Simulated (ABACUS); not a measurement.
**A series of runs on AlGa₃N₄ (Pm, 8 atoms in the cell; from Materials Project mp-1228943, lattice scaled a little)**

```
CELL_PARAMETERS angstrom
      5.08487     0.00000     0.00000
      0.00000     3.12971     0.00000
     -0.00367     0.00000     5.41894
ATOMIC_POSITIONS crystal
  Al 0.00050 0.50000 0.66730
  Ga 0.49910 0.50000 0.33520
  Ga 0.49910 0.00000 0.83130
  Ga 0.99990 0.00000 0.16620
  N  0.11920 0.50000 0.34130
  N  0.11680 0.00000 0.82530
  N  0.62020 0.00000 0.16610
  N  0.63260 0.50000 0.66730
```

Base run A: LDA (PW92), PseudoDojo 0.4 standard norm-conserving LDA (tails mended) pseudopotentials (ABACUS), self-consistent single point.

Its settings: KPT = Gamma 3 7 3 0 0 0; basis_type = pw; dft_functional = PWLDA; ecutwfc = 84 Ry; smearing_method = fd; smearing_sigma = 0.00367493 Ry; potentials = PseudoDojo 0.4 standard norm-conserving LDA (tails mended); symmetry = 1; symmetry_prec = 1e-05; ks_solver = dav_subspace; scf_nmax = 100; scf_thr = 1.0e-09 Ry; mixing_type = broyden.

The structure comes from a collection of computed structures, made at another level of theory; the collection holds predicted forms beside known ones. Its lattice was then scaled.

ΔF is the free energy per atom less that of run A. 

A variant of run A gave: the free energy rises by 1.0 meV/atom, the pressure goes from 0.68 to -1.30 GPa and the largest force goes from 0.177 to 0.245 eV/Å.

Which change was made?
(A) lattice vector a scaled by 0.98
(B) lattice vector a scaled by 0.99
(C) lattice vector a scaled by 1.01
(D) lattice vector a scaled by 1.02

C, lattice vector a scaled by 1.01. That run gave: ΔF (meV/atom) 1.02; pressure (GPa) -1.30; largest force (eV/Å) 0.245.

The base and the other variants:

| change | ΔF (meV/atom) | pressure (GPa) | largest force (eV/Å) |
|---|---|---|---|
| base | 0.00 | 0.68 | 0.177 |
| lattice vector a scaled by 0.98 | 8.1 | 5.17 | 0.468 |
| lattice vector a scaled by 0.99 | 2.2 | 2.84 | 0.301 |
| lattice vector a scaled by 1.02 | 5.0 | -3.13 | 0.303 |

“Tails mended”: in these copies of the files the far tail of each local potential was reset to the Coulomb form.
